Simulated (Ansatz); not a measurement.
HfO2:
```yaml
crystal:
  lattice:
    - [0.00000, 2.52805, 2.52805]
    - [2.52805, 0.00000, 2.52805]
    - [2.52805, 2.52805, 0.00000]
  atoms:
    - { symbol: Hf, position: [0.00000, 0.00000, 0.00000] }
    - { symbol: O, position: [0.25000, 0.25000, 0.25000] }
    - { symbol: O, position: [0.75000, 0.75000, 0.75000] }
```

Relaxed with HSE06.

**Question.** Give the Bader charges and basin volumes of the independent atoms, plane-wave PAW HSE06 (Ansatz code).

**Answer.** 

```tsv
atom	Bader charge (e)	Bader volume (Å³)
Hf1	+2.81	9.5
O2	-1.41	11.4
```

Space group Fm-3m (fluorite). This is a known high-temperature phase of the composition, computed here at zero pressure and temperature. The HSE06 relaxation kept the symmetry of its start; whether a distortion lowers the energy is not shown. No spin polarisation was allowed. Spin–orbit coupling is left out wherever it is not named.

Potentials: the later of the program's two PAW sets.
